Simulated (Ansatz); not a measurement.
HfB:
```
HfB
1.0
    0.00000     2.41682     2.41682
    2.41682     0.00000     2.41682
    2.41682     2.41682     0.00000
Hf B
1 1
Direct
  0.50000   0.50000   0.50000
  0.00000   0.00000   0.00000
```

Relaxed with PBE. Special points in fractions of this cell's reciprocal vectors: Γ (0.000, 0.000, 0.000); X (0.500, 0.000, 0.500); U (0.625, 0.250, 0.625); K (0.375, 0.375, 0.750); L (0.500, 0.500, 0.500); W (0.500, 0.250, 0.750).

**Question.** List the band energies nearest the Fermi level at these points for PBE in the plane-wave PAW code Ansatz.

**Answer.** In eV from the Fermi level; about four levels below and three above (degenerate sets whole), none deeper than 8.9 eV; points with the same levels are listed once.

| k | below | above |
|---|---|---|
| Γ | – | 2.01 2.01 2.01 |
| X | -6.41 -1.29 -0.82 | 1.94 1.94 5.35 |
| U | -5.68 -2.08 -1.40 | 0.18 2.72 5.91 |
| L | -4.64 -4.48 -1.19 -1.19 | 5.61 5.61 6.44 |
| W | -5.53 -1.40 -1.40 -1.25 | 4.84 4.84 6.66 |

Space group Fm-3m (rock salt). The workflow started from an entry of the Crystallography Open Database (COD). Its standing as an ambient phase is unchecked. The PBE relaxation kept the symmetry of its start; its stability against distortions is not shown here. No spin polarisation was allowed. Scalar-relativistic: spin–orbit coupling is off unless named, which matters more the heavier the elements.

Potentials: the later of the program's two PAW sets.
